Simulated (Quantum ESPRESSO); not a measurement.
# Band energies of CsCl

```
CsCl
1.0
    4.06547     0.00000     0.00000
    0.00000     4.06547     0.00000
    0.00000     0.00000     4.06547
Cl Cs
1 1
Direct
  0.50000   0.50000   0.50000
  0.00000   0.00000   0.00000
```

norm-conserving PBEsol (Quantum ESPRESSO, 58 Ry, with spin-orbit coupling); path ΓXMΓRX,MR; energies in eV from the valence-band maximum.

```csv
k (1/Å),point,band 16,band 17,band 18,band 19,band 20,band 21,band 22,band 23
0.00,Γ,0.00,5.15,5.15,5.15,5.15,5.18,5.18,10.04
0.33,,-0.12,5.47,5.47,6.09,6.09,6.38,6.38,9.69
0.66,,-0.30,6.17,6.17,7.49,7.49,8.63,8.63,8.89
0.77,X,-0.32,6.26,6.26,7.63,7.63,8.71,8.71,8.88
0.99,,-0.31,6.43,6.43,7.70,7.70,7.74,7.74,9.13
1.32,,-0.20,5.98,5.98,6.17,6.17,8.10,8.10,8.17
1.55,M,-0.16,5.78,5.78,5.85,5.85,7.84,7.84,7.88
1.65,,-0.17,5.82,5.82,5.93,5.93,7.89,7.89,7.97
1.98,,-0.22,6.18,6.18,6.75,6.75,8.32,8.32,8.41
2.31,,-0.11,5.63,5.63,6.05,6.05,6.14,6.14,9.37
2.64,Γ,0.00,5.15,5.15,5.15,5.15,5.18,5.18,10.04
2.95,,-0.12,5.77,5.77,5.79,5.79,6.05,6.05,9.40
3.26,,-0.46,7.28,7.28,7.39,7.39,7.48,7.48,8.44
3.56,,-0.68,7.28,7.28,8.25,8.25,8.29,8.29,8.98
3.87,,-1.23,8.36,8.36,8.51,8.51,8.51,8.51,9.92
3.98,R,-1.28,8.54,8.54,8.54,8.54,8.54,8.54,9.98
4.18,,-1.10,8.02,8.02,8.32,8.32,8.49,8.49,9.64
4.47,,-0.45,7.05,7.05,7.58,7.58,8.10,8.10,8.35
4.77,,-0.24,6.77,6.77,7.54,7.54,7.56,7.56,8.39
5.07,X,-0.32,6.26,6.26,7.63,7.63,8.71,8.71,8.88
5.07,M,-0.16,5.78,5.78,5.85,5.85,7.84,7.84,7.88
5.26,,-0.36,6.23,6.23,6.25,6.25,7.90,7.90,7.94
5.55,,-0.99,7.65,7.65,8.17,8.17,8.25,8.25,8.40
5.84,R,-1.28,8.54,8.54,8.54,8.54,8.54,8.54,9.98
```

The PBEsol gap is direct, 5.15 eV at Γ.

Geometry relaxed with PBEsol.
